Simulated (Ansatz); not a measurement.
Input and output of a band-structure calculation on an ordered 8-atom cell of Ga4Sb3As on the zincblende lattice (Amm2) (the plane-wave code Ansatz, PBE). Cell and atoms come from a relaxation with r2SCAN.

```yaml
crystal:
  lattice:
    - [4.2625239654, 0.0, 0.0]
    - [0.0, 4.2603505796, 6.0160030849]
    - [0.0, -4.2603505796, 6.0160030849]
  atoms:
    - { symbol: As, position: [0.0, 2.15105e-05, 2.15105e-05] }
    - { symbol: Sb, position: [0.5, 0.0001433446, 0.4996258943] }
    - { symbol: Sb, position: [0.5, 0.4996258943, 0.0001433446] }
    - { symbol: Sb, position: [0.0, 0.5006397923, 0.5006397923] }
    - { symbol: Ga, position: [0.5, 0.8835760496, 0.8835760496] }
    - { symbol: Ga, position: [0.0, 0.8809965209, 0.3601398896] }
    - { symbol: Ga, position: [0.0, 0.3601398896, 0.8809965209] }
    - { symbol: Ga, position: [0.5, 0.3748569982, 0.3748569982] }
kpoints:
  mp_grid: { grid: [6, 4, 4] }
  band_path:
    path:
      - [[0.0, 0.0, 0.0], [0.0, 0.5, 0.5], [0.0, 0.6246239496174, 0.3753760503826]]
      - [[0.0, 0.3753760503826, -0.3753760503826], [0.0, 0.0, 0.0], [0.5, 0.0, 0.0], [0.5, 0.3753760503826, -0.3753760503826]]
      - [[0.5, 0.6246239496174, 0.3753760503826], [0.5, 0.5, 0.5], [0.0, 0.5, 0.5]]
      - [[0.0, 0.0, 0.0], [0.0, 0.5, 7.599978932411e-18], [0.5, 0.5, 7.599978932411e-18], [0.5, 0.0, 0.0], [0.5, 0.5, 0.5]]
    npoints: 10
hamiltonian:
  xc: pbe
scf:
  occupations: { method: fermi_dirac, width: 0.02 }
  n_extra_bands: 6
output:
  forces: true
  stress: true
  eigenvalues: true
```

The output follows, shortened, with numbered blanks.
```
Functional definition: PBE
Crystal: 8 atoms, lattice volume = 218.499 Å³
Basis set: ecut = 420 eV, 4293 PW (Γ)
Bands: 62, of which v1, the nominal top of the filled ones, is band 56 counted from 1 (55 counted from 0)
Symmetry: 4 space group operations
Space group: Amm2 (ITA 38)
k-points: 28 of 96 (time reversal used)
SCF 1 converged in 11 iterations: F = -39443.111784 eV  dr2 = 3.18e-8
SCF converged after 11 iterations
Free energy (F): -39443.111784 eV
Internal energy: -39443.111162 eV  (E = F + TS)
E sigma→0 (E₀):  -39443.111473 eV
Entropy (-TS):   -0.000622 eV (-0.078 meV/atom)
Fermi energy:    7.793797 eV
--- Forces (eV/Å), atoms counted from 1 ---
[1]
--- Stress (GPa, compression-positive) ---
        2.071214       0.000000       0.000000
        0.000000       2.088513       0.000000
        0.000000       0.000000       2.051592
  P = ⅓ Tr σ = 2.0704 GPa (20.704 kbar)
--- Band table (eV; the first three rows and the last of 28) ---
  k-point 0: bands = […, 6.4804, 6.5771, 6.8019, 7.2899, 7.7371, 7.7777, 7.8049, 8.4294, 8.4329, 8.7766, …]
  k-point 1: bands = […, 5.8567, 6.1954, 6.6232, 6.7789, 7.5355, 7.5630, 8.0440, 8.8629, 9.1064, 9.3841, …]
  k-point 2: bands = […, 5.4488, 5.8917, 6.7797, 6.9177, 7.2547, 7.2663, 8.1893, 8.9689, 9.3752, 9.5774, …]
  k-point 27: bands = […, 5.1388, 5.2424, 6.3745, 6.6117, 6.6200, 6.8000, 7.9762, 8.3842, 8.7964, 8.8106, …]
```

Task: Give the withheld lines. They hold the forces.

Result:
```
[1]
  atom   1  As      0.00000      0.00000    -0.03011
  atom   2  Sb      0.00000    -0.03530    -0.00130
  atom   3  Sb      0.00000      0.03530    -0.00130
  atom   4  Sb      0.00000      0.00000      0.03047
  atom   5  Ga      0.00000      0.00000      0.00998
  atom   6  Ga      0.00000      0.00257    -0.00527
  atom   7  Ga      0.00000    -0.00257    -0.00527
  atom   8  Ga      0.00000      0.00000      0.00282
```

Command: `ansatz run input.yaml --threads 4 --pin off --max-ram 6451MiB --backend cpu --events-out ev --progress --plain --runs-dir out`. Wall time 49 s on 4 threads of Intel(R) Xeon(R) Processor @ 2.50GHz (Skylake/Cascade Lake) (shared host), load about 0.9 per core; peak host memory 1.2 GiB.

(Calculated; spin-unpolarised; the phase may be known or hypothetical.)

Spin-orbit coupling is left out, which matters wherever the heavy atoms make up the band edges.
